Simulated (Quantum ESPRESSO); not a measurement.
pw.x input (Quantum ESPRESSO 7.5; PBEsol, PseudoDojo standard norm-conserving files, scalar-relativistic):

```
&CONTROL
  calculation = 'scf'
  pseudo_dir = './pseudo'
  outdir = './out'
  tprnfor = .true.
  tstress = .true.
/
&SYSTEM
  ibrav = 0
  nat = 6
  ntyp = 2
  ecutwfc = 84.0
  ecutrho = 336.0
  occupations = 'smearing'
  smearing = 'fd'
  degauss = 0.002
  nbnd = 43
/
&ELECTRONS
  conv_thr = 6e-10
/
ATOMIC_SPECIES
Cs 132.9055 Cs.upf
Pt 195.0840 Pt.upf
CELL_PARAMETERS angstrom
  5.807140102000   0.000000000000   0.000000000000
 -2.903570051000   5.029130852000   0.000000000000
  0.000000000000   0.000000000000   7.897290000000
ATOMIC_POSITIONS crystal
Cs   0.666666667000   0.333333333000   0.250000000000
Cs   0.333333333000   0.666666667000   0.750000000000
Cs   0.000000000000   0.000000000000   0.000000000000
Cs   0.000000000000   0.000000000000   0.500000000000
Pt   0.666666667000   0.333333333000   0.750000000000
Pt   0.333333333000   0.666666667000   0.250000000000
K_POINTS automatic
6 6 4 0 0 0
```

End of the output:

```
     total energy              =    -709.15993321 Ry
     estimated scf accuracy    <       0.00000001 Ry
[...]
     the Fermi energy is     8.1957 ev
!    total energy              =    -709.15993321 Ry
     estimated scf accuracy    <          8.0E-11 Ry
     smearing contrib. (-TS)   =      -0.00000000 Ry
     internal energy E=F+TS    =    -709.15993321 Ry
     The total energy is F=E-TS. E is the sum of the following terms:
     one-electron contribution =    -333.39338908 Ry
     hartree contribution      =     188.60063324 Ry
     xc contribution           =    -149.36157765 Ry
     ewald contribution        =    -415.00559972 Ry
     convergence has been achieved in  10 iterations
     Forces acting on atoms (cartesian axes, Ry/au):
     atom    1 type  1   force =    -0.00000000   -0.00000000    0.00000000
     atom    2 type  1   force =     0.00000000    0.00000000    0.00000000
     atom    3 type  1   force =     0.00000000    0.00000000    0.00000000
     atom    4 type  1   force =     0.00000000    0.00000000    0.00000000
     atom    5 type  2   force =     0.00000000   -0.00000000    0.00000000
     atom    6 type  2   force =     0.00000000    0.00000000   -0.00000000
     Total force =     0.000000     Total SCF correction =     0.000000
     Computing stress (Cartesian axis) and pressure
          total   stress  (Ry/bohr**3)                   (kbar)     P=      -14.52
  -0.00011425   0.00000000   0.00000000          -16.81        0.00        0.00
   0.00000000  -0.00011425  -0.00000000            0.00      -16.81       -0.00
   0.00000000   0.00000000  -0.00006768            0.00        0.00       -9.96
```
In a gapped system the printed Fermi energy is only some level inside the gap.

Spin-orbit coupling is not included.

Geometry of the Materials Project entry, not relaxed at this level.
